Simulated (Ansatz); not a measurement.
The cell below belongs to a search over invented structures; it isn't taken from experiment.

Input and command of a plane-wave DFT calculation in Ansatz:

```yaml
crystal:
  lattice:
    - [3.4857029719, 0.0, 0.0]
    - [-1.7428514859, 3.0187073237, 0.0]
    - [0.0, 0.0, 8.5262984387]
  atoms:
    - { symbol: Ca, position: [0.0, 0.0, 0.5] }
    - { symbol: In, position: [0.6666666667, 0.3333333333, 0.1673527718] }
    - { symbol: In, position: [0.3333333333, 0.6666666667, 0.8326472282] }
    - { symbol: O, position: [0.0, 0.0, 0.0] }
    - { symbol: O, position: [0.3333333333, 0.6666666667, 0.3456786714] }
    - { symbol: O, position: [0.6666666667, 0.3333333333, 0.6543213286] }
basis:
  ecutwfc: 420
kpoints:
  mp_grid: { grid: [12, 12, 6] }
hamiltonian:
  xc: pbe
scf:
  occupations: { method: gaussian, width: 0.1 }
output:
  forces: true
  stress: true
  eigenvalues: true
relax:
  adjacent_minimum: "off"
  f_tol: 0.01
  max_steps: 80
  cell: { stress_tol: 0.05 }
```

```bash
ansatz run input.yaml --threads 1 --pin off --max-ram 2560MiB --backend cpu --events-out ev --progress --plain --runs-dir out
```

Processor: Arm Neoverse V1, 1 thread, on a host shared with other jobs.

Task: How long does it run, and how much memory does it take?

Result: About 68 s, peak memory 0.56 GiB. It solves 33 bands at 100 k points (after reduction by symmetry) with about 1739 plane waves (on the last cell), in 26 SCF iterations over 4 ionic steps.
